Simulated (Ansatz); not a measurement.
Trial structure of InSbO, not yet relaxed:

```cif
data_structure
_symmetry_space_group_name_H-M 'P-6m2'
_symmetry_Int_Tables_number 187
_cell_length_a 4.3354
_cell_length_b 4.3354
_cell_length_c 4.3691
_cell_angle_alpha 90.000
_cell_angle_beta 90.000
_cell_angle_gamma 120.000
_cell_volume 71.12
loop_
_atom_site_label
_atom_site_type_symbol
_atom_site_symmetry_multiplicity
_atom_site_Wyckoff_symbol
_atom_site_fract_x
_atom_site_fract_y
_atom_site_fract_z
_atom_site_occupancy
In1 In 1 a 0.00000 0.00000 0.00000 1
Sb1 Sb 1 d 0.33333 0.66667 0.50000 1
O1 O 1 f 0.66667 0.33333 0.50000 1
```

Level of theory: DFT PBE, scalar-relativistic, plane waves, PAW (Ansatz 0.2.0). Cutoff 420 eV; k points 6×6×4 on the computed 3-atom cell (Γ-centred); Gaussian smearing, width 0.10 eV; no spin polarisation.

Energies over the elements count from the elements' standard structures at the same level (O₂ as a molecule), with no fitted energy shifts.

Problem. What does a single point on this coarse mesh give?

Solution. The pressure is -5.8 GPa (the mean over three directions, positive in compression), the largest force is 0.00 eV/Å (symmetry fixes the atoms), and the energy is −0.09 eV/atom against the elements. The shortest distance is 2.50 Å.

Problem. Is it a good guess?

Solution. A fair one: relaxing gains about 0.15 eV/atom (the start's value is from the coarse mesh, so the gain is rough) in 24 ionic steps and ends at −0.24 eV/atom on the finer mesh. The symmetry stays P-6m2 (No. 187). The volume per atom shrinks by 1.7 %, from 23.7 to 23.3 Å³. The shortest distance goes from 2.50 Å (Sb–O) to 2.24 Å (Sb–O). The ratio c/a of the conventional cell changes by a factor of 1.37. Conventional cell: a = 3.881 Å, c = 5.357 Å. Around In lie 6 O at 3.49 Å, 6 Sb at 3.49 Å and 6 In at 3.88 Å; around Sb lie 3 O at 2.24 Å and 6 In at 3.49 Å; O has 3 Sb at 2.24 Å and 6 In at 3.49 Å.

The last run used a 12×12×10 mesh (in the run's order of axes) for its 3-atom cell and Gaussian smearing of 0.10 eV. These runs have no spin–orbit coupling, which can matter for Sb. The relaxation can't lower the symmetry of the start, and the grade says only how near the guess is to its own end. Symmetry constrained the relaxation, so the result can be a saddle point. Another cell of InSbO relaxed alike, in P4/mmm, lies 100 meV/atom lower, so this cell isn't the stable form at this level.
